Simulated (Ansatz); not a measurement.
**CdCu$_{3}$: do energies and stresses tell the same story?**

Computed with DFT r2SCAN, scalar-relativistic, plane waves, PAW (Ansatz).

Cutoff 500 eV; k points 12×12×12 on the computed 4-atom cell (Γ-centred); Gaussian smearing, width 0.10 eV; no spin polarisation.

Relaxed cell: Pm-3m, a = 3.783 Å, b = 3.783 Å, c = 3.783 Å, α = 90.00°, β = 90.00°, γ = 90.00°, 4 atoms in the primitive cell. Whether it is the stable form of this composition wasn't checked.

Energies at zero smearing and pressures from the stress tensor, at volumes with shape and atoms relaxed:
```json
{"V (Å³/atom)": "12.721", "E − E(first) (meV/atom)": "0.00", "P (GPa)": "9.26"}
{"V (Å³/atom)": "13.127", "E − E(first) (meV/atom)": "-16.82", "P (GPa)": "4.20"}
{"V (Å³/atom)": "13.533", "E − E(first) (meV/atom)": "-21.95", "P (GPa)": "0.00"}
{"V (Å³/atom)": "13.939", "E − E(first) (meV/atom)": "-17.36", "P (GPa)": "-3.49"}
{"V (Å³/atom)": "14.345", "E − E(first) (meV/atom)": "-4.69", "P (GPa)": "-6.40"}
```

Q: Check P = −dE/dV between neighbouring volumes, and get the bulk modulus from the pressures alone.

A: With 1 eV/Å³ = 160.2 GPa:
```csv
middle V (Å³/atom),−ΔE/ΔV (GPa),mean P (GPa)
12.924,6.639,6.729
13.330,2.025,2.102
13.736,-1.812,-1.747
14.142,-5.002,-4.945
```

The two differ by 0.09 GPa at most. The mean of two end pressures misses the average over a step by about ΔV² P″/12, up to 0.08 GPa here; with that taken off 0.01 GPa remains. Around V = 13.533 Å³/atom, the two neighbours give B = −V ΔP/ΔV = 13.533 × 7.70 / 0.812 = 128.3 GPa, against B0 = 127.6 GPa from the Birch–Murnaghan fit of the energies.